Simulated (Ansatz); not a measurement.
Relaxed-ion elastic tensor of TiB2 in space group P6/mmm (No. 191; Ti on 1a, B on 2d) in GPa (Voigt order), the program Ansatz at the PBEsol level (PAW); density 4.59 g/cm³, 8.37 Å³ per atom.

```
 678  69.7   110   0.0   0.0   0.0
69.7   678   110   0.0   0.0   0.0
 110   110   476   0.0   0.0   0.0
 0.0   0.0   0.0   276   0.0   0.0
 0.0   0.0   0.0   0.0   276   0.0
 0.0   0.0   0.0   0.0   0.0   304
```

Q: Is the crystal mechanically stable?

A: Yes: the smallest eigenvalue of C is 276 GPa.

Q: Work out the Voigt, Reuss and Hill averages.

A: K_V = 268, K_R = 263, K_H = 266; G_V = 274, G_R = 268, G_H = 271 GPa.

Q: Give Young's modulus, Poisson's ratio, Pugh's ratio and the universal anisotropy index.

A: E = 9KG/(3K + G) = 607 GPa; ν = 0.12; K/G = 0.98 (brittle by the Pugh limit of 1.75); A_U = 5G_V/G_R + K_V/K_R − 6 = 0.13.

Q: Estimate the sound speeds and the Debye temperature.

A: v_l = √((K + 4G/3)/ρ) = 11700 m/s, v_t = √(G/ρ) = 7680 m/s, mean 8410 m/s; Θ = (h/k)(3n/4πV)^(1/3) v_m = 1230 K.

Q: Solve the Christoffel equation for the three sound speeds along x, y, z.

A: Eigenvalues of C_ijkl n_j n_l equal ρv². In km/s, slowest first: x 7.75, 8.14, 12.15; y 7.75, 8.14, 12.15; z 7.75, 7.75, 10.17.

Q: How much does each axis shrink under pressure?

A: Linear compressibilities β_i = Σ_j S_ij (j = 1 to 3): x 1.1, y 1.1, z 1.6 per TPa.

The cell was relaxed with PBEsol under the symmetry of its start. The run is not spin-polarised. As this level gives no gap, shear constants depend on the k-mesh and smearing (Fermi–Dirac, 0.1 eV here).

Potentials: the later of the program's two PAW sets.
